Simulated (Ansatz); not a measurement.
ZnSe built on the zincblende prototype, relaxed with r2SCAN: 5 runs in Ansatz, each a calculation of independent-particle optics. Space group F-43m (No. 216), cubic; conventional cell a = 5.665 Å, 22.72 Å³ an atom. Zn has 4 Se at 2.45 Å; Se has 4 Zn at 2.45 Å. The values are computed, spin-unpolarised, and not measurements.

```yaml
crystal:
  lattice:
    - [0.00000, 2.83242, 2.83242]
    - [2.83242, 0.00000, 2.83242]
    - [2.83242, 2.83242, 0.00000]
  atoms:
    - { symbol: Zn, position: [0.00000, 0.00000, 0.00000] }
    - { symbol: Se, position: [0.25000, 0.25000, 0.25000] }
```

On meshes this coarse, single peaks can be features of the mesh. No local fields, no excitons; the zone sum runs over the cells of the mesh, and ε∞ includes the bands left out of the spectrum. Up to four peaks are listed, those above 15 % of the tallest and inside the complete range; the four can differ from row to row. Rows marked drawn have settings drawn at random (some not listed).

```
functional  k mesh  broadening (eV)    scissors (eV)  range (eV)  settings  direct gap on the mesh before scissors (eV)  ε∞ xx  ε∞ yy  ε∞ zz  complete up to (eV)  tallest peaks of mean ε₂ (eV)
    r2SCAN   6×6×6              0.1             0.00        0–13    chosen                                         1.87   6.56   6.56   6.56                 13.0            4.05 5.85 7.40 7.75
       PBE   6×6×6              0.1  1.15 (to HSE06)        0–13    chosen                                         1.29   6.38   6.38   6.38                 13.0            4.70 6.55 8.10 8.40
    r2SCAN   4×4×4             0.25             0.00        0–10     drawn                                         1.86   6.63   6.63   6.63                 10.0                      6.00 7.40
       LDA   6×6×6             0.03             1.50         0–6     drawn                                         1.04   6.44   6.44   6.44                  6.0                           4.80
```

Question: Estimate from these rows what the further settings give.
```
functional  k mesh  broadening (eV)  scissors (eV)  range (eV)  settings
       PBE   6×6×6              0.1           0.00        0–13    chosen
```

Answer:
```tsv
functional	k mesh	broadening (eV)	scissors (eV)	range (eV)	settings	direct gap on the mesh before scissors (eV)	ε∞ xx	ε∞ yy	ε∞ zz	complete up to (eV)	tallest peaks of mean ε₂ (eV)
PBE	6×6×6	0.1	0.00	0–13	chosen	1.29	7.65	7.65	7.65	13.0	3.55 5.40 6.95 7.25
```

Spin-orbit coupling is left out.
